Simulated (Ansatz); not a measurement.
Cu$_{2}$O (anti-CdI2 type, P-3m1), plane-wave PAW PBE (Ansatz code), all energies at zero smearing, with the estimated change up to a 700 eV cutoff added, with one set of potentials and settings (totals compare only within such a set). Cell of 3 atoms (1 O, 2 Cu): -13815.906 eV.

```json
[
 {"element": "O", "reference phase": "C2/m, 4 atoms in the cell, spin-polarised", "E (eV/atom)": "-565.0042"},
 {"element": "Cu", "reference phase": "Fm-3m, 1 atoms in the cell", "E (eV/atom)": "-6625.1847"}
]
```

Formation energy per atom, worked out: (-13815.906 − 1×(-565.0042) − 2×(-6625.1847))/3 = -0.177 eV/atom (-17 kJ per mol of atoms), at 0 K, without zero-point energy or fitted corrections.

The cell is a constructed one: a structure type filled with these elements; neither database checked (COD, Materials Project) lists it. It is not the phase usual at ambient conditions (space group No. 224). Symmetry was held in the PBE relaxation; its stability against distortions is not shown here. No spin polarisation was allowed. No Hubbard U is applied. The references are the lowest solids computed at this level, not always the standard phases (solids in place of the gases).

Potentials: the earlier of the program's two PAW sets.
